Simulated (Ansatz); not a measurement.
# TiCl2: which magnetic state is lowest?

The calculation used Ansatz, DFT PBEsol+U, scalar-relativistic, plane waves, PAW.

```
Ti Cl
1.0
     5.94074    0.00000    0.00000
     0.00000    5.94074    0.00000
     0.00000    0.00000    3.51557
Ti Cl
2 4
Direct
  0.00000 0.00000 0.00000
  0.50000 0.50000 0.50000
  0.29395 0.29395 0.00000
  0.70605 0.70605 0.00000
  0.79395 0.20605 0.50000
  0.20605 0.79395 0.50000
```

```
plane-wave cutoff                                : 420 eV
Γ-centred k-mesh                                 : 6×6×10
occupation rule                                  : Gaussian smearing, 0.05 eV
U_eff on Löwdin-orthogonalised atomic d orbitals : Ti 1 eV
list of starting moments (μB, in atom order)     : 1 1 0 0 0 0
check for lower electronic states after the SCF  : asked for but not made
```

All runs keep this geometry, which isn't relaxed for the lowest state (largest force there 0.044 eV/Å, pressure 1.7 GPa; forces reach 0.10 eV/Å in another state) and needn't be a stable compound; relaxing each order can shift differences of a few meV. Signs run over the atoms with starting moments. Site moments are spin moments in atom-centred spheres that scale with the neighbour distance. The states are those that the runs reached from these starts; a lower one can exist.

Q: Starts tried: ferromagnetic; antiferromagnetic in the cell, signs +-. Which state comes out lowest, and what are the moments?

A: The lowest state is ferromagnetic, reached from the start “ferromagnetic”, with site moments (μB) Ti +1.45 (×2).

```
                                  start ends energy above lowest (meV/atom) site moments (μB) gap on mesh (eV) P (GPa)
                          ferromagnetic ferromagnetic                            0.00       Ti +1.45 (×2) metal      1.7
antiferromagnetic in the cell, signs +-  antiferromagnetic                            11.5  Ti +1.35, Ti -1.35              0.34      2.1
```

Cost: 2 runs of about 10 core-minutes in all, on Intel Xeon Platinum 8488C (Sapphire Rapids) (shared hosts).